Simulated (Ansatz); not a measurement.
# Band table of GaIr

```yaml
crystal:
  lattice:
    - [2.81141, 0.00000, 0.00000]
    - [0.00000, 2.81141, 0.00000]
    - [0.00000, 0.00000, 2.81141]
  atoms:
    - { symbol: Ga, position: [0.00000, 0.00000, 0.00000] }
    - { symbol: Ir, position: [0.50000, 0.50000, 0.50000] }
```

The base volume is that of a database entry, so it needn't be at zero pressure; the structure needn't be the stable phase, at rest or compressed.

Computed with Ansatz 0.2.0; functional PBEsol, scalar-relativistic. Settings: a Γ-centred 12×12×12 k mesh, Fermi–Dirac smearing of 0.05 eV, no spin polarisation. Methods: LAPW: all electrons, basis error target 1 meV/atom.

This run: volume at 0.8 of the series' base cell.

Spin–orbit coupling is left out, which matters for the heavy atoms.

Path points, in fractions of the reciprocal vectors: Γ (0.000, 0.000, 0.000), X (0.000, 0.500, 0.000), M (0.500, 0.500, 0.000), R (0.500, 0.500, 0.500). The distance column jumps between branches of the path. Levels in eV from the Fermi level; bands 24 to 39, counted from the lowest band of the run. The gap is zero, the pressure 88.1 GPa.

```
# k(1/Å) point b24 b25 b26 b27 b28 b29 b30 b31 b32 b33 b34 b35 b36 b37 b38 b39
0.000 Γ -16.82 -16.82 -16.31 -16.31 -16.31 -15.63 -7.10 -7.10 -2.03 -2.03 -2.03 3.73 3.73 3.73 12.32 13.68
0.186 - -16.81 -16.79 -16.31 -16.31 -16.30 -15.46 -7.08 -7.04 -2.37 -2.37 -2.03 3.01 4.22 4.22 12.74 12.87
0.372 - -16.78 -16.70 -16.32 -16.32 -16.29 -14.96 -7.04 -6.94 -3.12 -3.12 -2.03 1.58 5.43 5.43 11.43 12.92
0.559 - -16.73 -16.59 -16.34 -16.34 -16.27 -14.16 -7.05 -6.98 -3.91 -3.91 -2.03 0.40 7.01 7.01 10.07 12.86
0.745 - -16.69 -16.47 -16.35 -16.35 -16.26 -13.10 -7.70 -6.92 -4.56 -4.56 -2.03 -0.03 8.76 8.76 9.00 12.68
0.931 - -16.65 -16.39 -16.37 -16.37 -16.24 -11.88 -8.83 -6.87 -4.98 -4.98 -2.03 0.15 8.33 10.62 10.62 12.32
1.117 X -16.64 -16.37 -16.37 -16.36 -16.24 -10.95 -9.77 -6.85 -5.12 -5.12 -2.03 0.32 8.10 12.07 12.21 12.21
1.304 - -16.63 -16.41 -16.38 -16.35 -16.26 -10.72 -9.86 -6.72 -5.08 -5.03 -2.16 0.32 8.05 10.64 11.22 12.62
1.490 - -16.61 -16.50 -16.41 -16.31 -16.30 -10.07 -10.06 -6.34 -4.99 -4.78 -2.50 0.30 7.65 8.43 10.69 11.87
1.676 - -16.62 -16.60 -16.45 -16.39 -16.22 -10.30 -9.11 -5.79 -4.88 -4.42 -2.91 0.24 6.48 6.79 10.81 10.95
1.862 - -16.73 -16.61 -16.49 -16.46 -16.13 -10.51 -8.00 -5.21 -4.81 -4.04 -3.28 0.07 5.01 5.92 9.82 11.60
2.049 - -16.80 -16.63 -16.52 -16.51 -16.06 -10.63 -6.98 -4.83 -4.76 -3.74 -3.54 -0.17 4.14 5.31 9.12 12.24
2.235 M -16.83 -16.63 -16.53 -16.53 -16.03 -10.67 -6.51 -4.75 -4.75 -3.62 -3.62 -0.29 3.88 5.09 8.87 12.53
2.498 - -16.78 -16.62 -16.51 -16.49 -16.08 -10.64 -7.29 -4.98 -4.75 -3.75 -3.54 -0.04 4.09 5.75 9.33 12.61
2.762 - -16.65 -16.61 -16.47 -16.39 -16.23 -11.21 -7.89 -5.54 -5.05 -3.95 -3.28 0.64 3.91 7.87 10.01 13.17
3.025 - -16.64 -16.51 -16.42 -16.41 -16.31 -12.76 -7.26 -6.17 -5.22 -3.88 -2.91 1.59 3.62 9.01 9.80 15.17
3.288 - -16.71 -16.62 -16.39 -16.36 -16.28 -14.27 -6.95 -6.68 -4.24 -3.37 -2.50 2.61 3.46 6.77 11.17 14.76
3.552 - -16.79 -16.77 -16.32 -16.32 -16.29 -15.29 -7.05 -6.99 -2.72 -2.53 -2.16 3.42 3.55 4.67 12.57 13.79
3.815 Γ -16.82 -16.82 -16.31 -16.31 -16.31 -15.63 -7.10 -7.10 -2.03 -2.03 -2.03 3.73 3.73 3.73 12.32 13.68
4.138 - -16.76 -16.76 -16.33 -16.33 -16.30 -15.11 -6.97 -6.97 -3.02 -2.51 -2.51 3.91 3.91 3.94 13.27 13.27
4.460 - -16.60 -16.60 -16.38 -16.38 -16.37 -13.66 -6.58 -6.58 -4.47 -3.69 -3.69 4.21 4.30 4.30 13.48 13.48
4.783 - -16.51 -16.45 -16.45 -16.41 -16.41 -11.79 -6.54 -6.54 -4.68 -4.32 -4.32 4.04 4.68 4.68 10.65 13.26
5.106 - -16.62 -16.50 -16.50 -16.22 -16.22 -10.34 -7.68 -7.68 -3.13 -3.13 -2.84 2.18 4.85 4.85 8.42 11.08
5.428 - -16.59 -16.53 -16.53 -16.08 -16.08 -9.46 -8.71 -8.71 -1.30 -1.30 -0.51 0.65 4.35 4.35 8.34 9.25
5.751 R -16.54 -16.54 -16.54 -16.02 -16.02 -9.10 -9.10 -9.10 -1.70 -0.13 -0.13 3.57 3.57 3.57 8.22 8.71
6.014 - -16.57 -16.54 -16.53 -16.08 -16.04 -9.35 -8.86 -8.81 -1.25 -0.89 -0.75 2.17 2.61 4.95 8.37 8.65
6.277 - -16.64 -16.52 -16.51 -16.22 -16.10 -9.81 -8.19 -8.18 -3.02 -2.58 0.63 1.16 1.27 7.39 8.11 8.48
6.541 - -16.65 -16.48 -16.47 -16.39 -16.19 -10.10 -8.18 -7.25 -4.60 -3.66 -1.33 0.73 4.05 8.05 8.26 9.80
6.804 - -16.57 -16.53 -16.43 -16.38 -16.27 -10.11 -9.35 -6.24 -5.81 -3.17 -3.10 0.45 7.18 8.10 8.64 11.48
7.068 - -16.61 -16.44 -16.39 -16.34 -16.28 -10.50 -9.92 -6.58 -5.43 -4.56 -2.31 0.33 8.07 10.17 10.28 12.12
7.331 X -16.64 -16.37 -16.37 -16.36 -16.24 -10.95 -9.77 -6.85 -5.12 -5.12 -2.03 0.32 8.10 12.07 12.21 12.21
8.911 R -16.54 -16.54 -16.54 -16.02 -16.02 -9.10 -9.10 -9.10 -1.70 -0.13 -0.13 3.57 3.57 3.57 8.22 8.71
9.098 - -16.55 -16.54 -16.54 -16.06 -16.02 -9.27 -8.95 -8.95 -1.28 -1.00 -0.14 3.05 3.05 3.73 8.73 9.19
9.284 - -16.60 -16.54 -16.54 -16.17 -16.02 -9.65 -8.49 -8.49 -2.66 -0.18 -0.17 1.84 1.84 3.87 8.77 10.23
9.470 - -16.67 -16.54 -16.54 -16.33 -16.02 -10.06 -7.76 -7.76 -4.25 -0.21 0.39 0.39 1.36 3.90 8.82 11.27
9.656 - -16.75 -16.53 -16.53 -16.48 -16.03 -10.39 -6.79 -6.79 -5.48 -1.13 -1.13 -0.25 3.03 3.90 8.86 12.03
9.842 - -16.80 -16.59 -16.53 -16.53 -16.03 -10.60 -6.25 -5.65 -5.65 -2.61 -2.61 -0.28 3.88 4.48 8.87 12.42
10.029 M -16.83 -16.63 -16.53 -16.53 -16.03 -10.67 -6.51 -4.75 -4.75 -3.62 -3.62 -0.29 3.88 5.09 8.87 12.53
```
